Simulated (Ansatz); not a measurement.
## Computed properties of Sc2InC

Sc₂InC:
```
Sc2InC
1.0
    3.31191     0.00000     0.00000
   -1.65596     2.86820     0.00000
    0.00000     0.00000    15.19924
Sc In C
4 2 2
Direct
  0.66667   0.33333   0.58016
  0.33333   0.66667   0.41984
  0.33333   0.66667   0.08016
  0.66667   0.33333   0.91984
  0.66667   0.33333   0.25000
  0.33333   0.66667   0.75000
  0.00000   0.00000   0.50000
  0.00000   0.00000   0.00000
```

Space group P6_3/mmc (No. 194); conventional cell a = b = 3.3119 Å, c = 15.1992 Å, α = β = 90.00°, γ = 120.00°.

Method: plane-wave PAW PBEsol (Ansatz code). Geometry: relaxed at this level of theory. Other levels are named where they apply.

Cell and energy:

```json
{
 "volume_per_atom": "18.05 Å³",
 "density": "4.99 g/cm³",
 "Formation energy from the elements (no fitted shifts)": "-0.59 eV/atom"
}
```

Electronic structure:

```json
{
 "electronic_character": "metallic (no gap)",
 "Density of states at the Fermi level": "0.39 states/eV per atom (mean over ±0.08 eV)",
 "Gap with spin–orbit coupling": "none (metallic)"
}
```

Mechanics:

```json
{
  "Bulk modulus (Birch–Murnaghan fit)": "89.5 GPa",
  "Pressure derivative B′": "4.4",
  "Elastic constants (relaxed ions, GPa)": "C11 = 181, C12 = 61.8, C13 = 36.3, C33 = 175, C44 = 43.5",
  "mechanical_stability": "stable (all eigenvalues of C positive)",
  "hill_bulk_and_shear_moduli": "89.3 and 55.0 GPa",
  "Young's modulus": "137 GPa",
  "Poisson's ratio": "0.24",
  "debye_temperature_from_the_elastic_constants": "418 K"
}
```

Phonons:

```json
{
 "highest_zone_centre_frequency": "523 cm^-1",
 "zone_centre_stability": "no imaginary mode at Γ"
}
```

The first step of the workflow began from a Materials Project structure, measured or hypothetical; the Crystallography Open Database copy checked does not list it. Whether it is the stable phase at ambient conditions was not checked. Symmetry was held in the PBEsol relaxation. No spin polarisation was allowed. As this level gives no gap, shear constants depend on the k-mesh and smearing (Fermi–Dirac, 0.1 eV here). As this level gives no gap, phonon frequencies hold no LO–TO term and depend on the k-mesh and smearing (Fermi–Dirac, 0.1 eV here). The references are the lowest solids computed at this level, not always the standard phases. Scalar-relativistic: spin–orbit coupling is off unless named, which matters more the heavier the elements.

Potentials: the later of the program's two PAW sets.
